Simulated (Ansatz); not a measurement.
CaO: do energies and stresses tell the same story?

Level of theory: DFT r2SCAN, scalar-relativistic, plane waves, PAW in Ansatz 0.2.0.

Settings: cutoff 500 eV, Γ-centred mesh 8×8×8 on the computed 2-atom cell, Gaussian smearing of 0.02 eV; no spin polarisation.

Relaxed cell: Fm-3m, a = 4.795 Å, b = 4.795 Å, c = 4.795 Å, α = 90.00°, β = 90.00°, γ = 90.00°, 2 atoms in the primitive cell.

Energies at zero smearing and pressures from the stress tensor, at volumes with shape and atoms relaxed:
```json
{"V (Å³/atom)": "12.126", "E − E(first) (meV/atom)": "0.00", "P (GPa)": "19.72"}
{"V (Å³/atom)": "12.540", "E − E(first) (meV/atom)": "-42.67", "P (GPa)": "13.53"}
{"V (Å³/atom)": "12.953", "E − E(first) (meV/atom)": "-70.62", "P (GPa)": "8.27"}
{"V (Å³/atom)": "13.367", "E − E(first) (meV/atom)": "-86.04", "P (GPa)": "3.80"}
{"V (Å³/atom)": "13.780", "E − E(first) (meV/atom)": "-90.81", "P (GPa)": "0.00"}
{"V (Å³/atom)": "14.193", "E − E(first) (meV/atom)": "-86.50", "P (GPa)": "-3.25"}
{"V (Å³/atom)": "14.607", "E − E(first) (meV/atom)": "-74.47", "P (GPa)": "-6.01"}
{"V (Å³/atom)": "15.158", "E − E(first) (meV/atom)": "-48.36", "P (GPa)": "-9.07"}
```

Question: Check P = −dE/dV between neighbouring volumes, and get the bulk modulus from the pressures alone.

Answer: With 1 eV/Å³ = 160.2 GPa:
```json
{"middle V (Å³/atom)": "12.333", "−ΔE/ΔV (GPa)": "16.539", "mean P (GPa)": "16.625"}
{"middle V (Å³/atom)": "12.746", "−ΔE/ΔV (GPa)": "10.832", "mean P (GPa)": "10.899"}
{"middle V (Å³/atom)": "13.160", "−ΔE/ΔV (GPa)": "5.975", "mean P (GPa)": "6.035"}
{"middle V (Å³/atom)": "13.573", "−ΔE/ΔV (GPa)": "1.849", "mean P (GPa)": "1.898"}
{"middle V (Å³/atom)": "13.987", "−ΔE/ΔV (GPa)": "-1.669", "mean P (GPa)": "-1.624"}
{"middle V (Å³/atom)": "14.400", "−ΔE/ΔV (GPa)": "-4.662", "mean P (GPa)": "-4.626"}
{"middle V (Å³/atom)": "14.882", "−ΔE/ΔV (GPa)": "-7.592", "mean P (GPa)": "-7.537"}
```

The two differ by 0.09 GPa at most. The mean of two end pressures misses the average over a step by about ΔV² P″/12, up to 0.08 GPa here; with that taken off 0.00 GPa remains. Around V = 13.780 Å³/atom, the two neighbours give B = −V ΔP/ΔV = 13.780 × 7.05 / 0.827 = 117.4 GPa, against B0 = 116.9 GPa from the Birch–Murnaghan fit of the energies.

Cost: 9 runs of about 1.1 core-minutes in all, on Intel Xeon Processor @ 2.50GHz (Skylake/Cascade Lake) (shared hosts).